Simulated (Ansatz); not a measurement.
## Computed properties of SrP$_{2}$Pd$_{2}$

SrP2Pd2:
```cif
data_P4Pd4Sr2
_chemical_formula_sum 'P4 Pd4 Sr2'
_space_group_name_H-M_alt 'I4/mmm'
_space_group_IT_number 139
_space_group_name_Hall '-I 4 2'
_cell_length_a 4.20014
_cell_length_b 4.20014
_cell_length_c 9.70689
_cell_angle_alpha 90.000
_cell_angle_beta 90.000
_cell_angle_gamma 90.000
loop_
_atom_site_label
_atom_site_type_symbol
_atom_site_symmetry_multiplicity
_atom_site_Wyckoff_symbol
_atom_site_fract_x
_atom_site_fract_y
_atom_site_fract_z
_atom_site_occupancy
P1 P 4 e 0.00000 0.00000 0.38476 1
Pd1 Pd 4 d 0.00000 0.50000 0.25000 1
Sr1 Sr 2 a 0.00000 0.00000 0.00000 1
```
(The calculation used a cell of 5 atoms; values per cell refer to that cell.)

Space group I4/mmm (No. 139); conventional cell a = 4.2001 Å, b = 4.2001 Å, c = 9.7069 Å, α = 90.00°, β = 90.00°, γ = 90.00°.

Method: the program Ansatz at the PBEsol level (PAW). Geometry: relaxed at this level of theory. Other levels are named where they apply.

Cell and energy:

Volume per atom: 17.12 Å³
Density: 7.03 g/cm³
Formation energy from the elements (no fitted shifts): -0.90 eV/atom

Electronic structure:

- Electronic character: metallic (no gap)
- Density of states at the Fermi level: 0.37 states/eV per atom (mean over ±0.08 eV)

Mechanics:

- Bulk modulus (Birch–Murnaghan fit) = 118 GPa
- Pressure derivative B′ = 4.9

Charges:

- Bader charges = P -0.39, Pd -0.27, Sr +1.31 e

The workflow started from an entry of the Crystallography Open Database (COD). Its standing as an ambient phase is unchecked. The PBEsol relaxation kept the symmetry of its start; whether a distortion lowers the energy is not shown. No spin polarisation was allowed. The references are the lowest solids computed at this level, not always the standard phases. Spin–orbit coupling is left out wherever it is not named.

Potentials: the later of the program's two PAW sets.
